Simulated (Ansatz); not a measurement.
SiO₂:
```yaml
crystal:
  lattice:
    - [5.03533, 0.00000, 0.00000]
    - [-2.51767, 4.36073, 0.00000]
    - [0.00000, 0.00000, 8.56589]
  atoms:
    - { symbol: Si, position: [0.66667, 0.33333, 0.93705] }
    - { symbol: Si, position: [0.33333, 0.66667, 0.43705] }
    - { symbol: Si, position: [0.66667, 0.33333, 0.56295] }
    - { symbol: Si, position: [0.33333, 0.66667, 0.06295] }
    - { symbol: O, position: [0.00000, 0.41304, 0.00000] }
    - { symbol: O, position: [0.58696, 0.00000, 0.50000] }
    - { symbol: O, position: [0.58696, 0.58696, 0.00000] }
    - { symbol: O, position: [0.00000, 0.58696, 0.50000] }
    - { symbol: O, position: [0.41304, 0.00000, 0.00000] }
    - { symbol: O, position: [0.41304, 0.41304, 0.50000] }
    - { symbol: O, position: [0.66667, 0.33333, 0.75000] }
    - { symbol: O, position: [0.33333, 0.66667, 0.25000] }
```

Relaxed with r²SCAN. Special points in fractions of this cell's reciprocal vectors: Γ (0.000, 0.000, 0.000); M (0.500, 0.000, 0.000); K (0.333, 0.333, 0.000); A (0.000, 0.000, 0.500); L (0.500, 0.000, 0.500); H (0.333, 0.333, 0.500).

Problem. List the band energies nearest the valence-band maximum at these points for the program Ansatz at the r²SCAN level (PAW).

Solution. In eV from the valence-band maximum; about four levels below and three above (degenerate sets whole), none deeper than 8.9 eV; points with the same levels are listed once.

```json
[
 {"k": "Γ", "below": "-0.84 -0.84 -0.81 -0.07 -0.07", "above": "6.18 8.68 8.79"},
 {"k": "M", "below": "-0.96 -0.77 -0.65 -0.05", "above": "8.54 8.90 9.44"},
 {"k": "K", "below": "-1.22 -0.81 -0.81 -0.17", "above": "9.32 9.32 9.39"},
 {"k": "A", "below": "-0.66 -0.66 -0.20 -0.20", "above": "6.98 6.98 10.18 10.18"},
 {"k": "L", "below": "-0.75 -0.75 -0.38 -0.38", "above": "9.01 9.01 9.16 9.16"},
 {"k": "H", "below": "-0.73 -0.73 -0.58 -0.58", "above": "9.48 9.48 9.48 9.48"}
]
```

Space group P6_322. The workflow started from a Materials Project entry (that database holds measured and hypothetical structures alike); the Crystallography Open Database copy checked does not list it. It is not the phase usual at ambient conditions (space group No. 92, 152, 154). The r²SCAN relaxation kept the symmetry of its start. At this level the phase is dynamically unstable (imaginary phonons).

Potentials: the earlier of the program's two PAW sets.
